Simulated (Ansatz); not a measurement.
SnO: stationary points along a deformation path

All numbers below come from DFT PBEsol+D3(BJ), scalar-relativistic, plane waves, PAW (Ansatz). Cutoff 420 eV, Γ-centred 14×14×12 k-points, Gaussian smearing of 0.15 eV. No spin polarisation. Energies are free energies at this smearing, counted from the undisturbed cell; pressure is positive in compression.

Reference structure (relaxed at this level; with this scan's settings it stands at -0.1 GPa):

```xyz
4
Lattice="3.7704 0.0000 0.0000 0.0000 3.7704 0.0000 0.0000 0.0000 4.5634" Properties=species:S:1:pos:R:3 pbc="T T T"
Sn    0.0000    1.8852    1.1557
Sn    1.8852    0.0000    3.4077
O     0.0000    0.0000    0.0000
O     1.8852    1.8852    0.0000
```

At fixed volume and fractional coordinates, lengths along (0.000, 0.000, 1.000) are scaled against those across it; ρ is that ratio over its starting value. V = 16.218 Å³/atom. Δσ is the stress along the axis less the mean stress across it (compression positive).

```
    ρ  ΔE (meV/atom)  Δσ (GPa) space group
0.800          104.2     11.48       P4/nmm
0.850           60.2      9.82       P4/nmm
0.920           17.4      5.89       P4/nmm
0.960            4.4      3.10       P4/nmm
1.000            0.0      0.03       P4/nmm
1.050            7.1     -4.51       P4/nmm
1.100           29.1     -9.64       P4/nmm
1.200          118.0    -20.96       P4/nmm
1.300          262.9    -32.87       P4/nmm
```

Question: How does the stress give the slope of the energy, and where is the energy stationary?

Answer: Along the path d ln(length) is 2/3 d ln ρ on the axis and −1/3 d ln ρ across it, so dE/d ln ρ = −(2/3) V Δσ: the energy falls with ρ where Δσ is positive. Δσ vanishes or changes sign at ρ = 1.000 (P4/nmm), a minimum at 0.0 meV/atom. Pairs of stationary points between two samples would go unseen, and could change a minimum read from distant neighbours into a maximum.

Question: Integrate that slope from ρ = 1 to 1.200 by the trapezoid rule.

Answer: With V/N in Å³ and 1 eV/Å³ = 160.2 GPa the slopes at ρ = 1.000, 1.050, 1.100, 1.200 are -2, 304, 651, 1414 meV/atom per unit of ln ρ. The steps add 7.4 + 22.2 + 89.8 = 119.4 meV/atom, against 118.0 from the energies; the trapezoid rule misses the curvature of the slope within each step.

Forces appear on the atoms along this scan, and letting them relax would lower the energy and soften the response. The gap closes along the scan, which can put kinks into the curve.

Cost: 9 runs of about 1.5 core-minutes in all, on Intel Xeon 6975P-C (Granite Rapids) (shared hosts).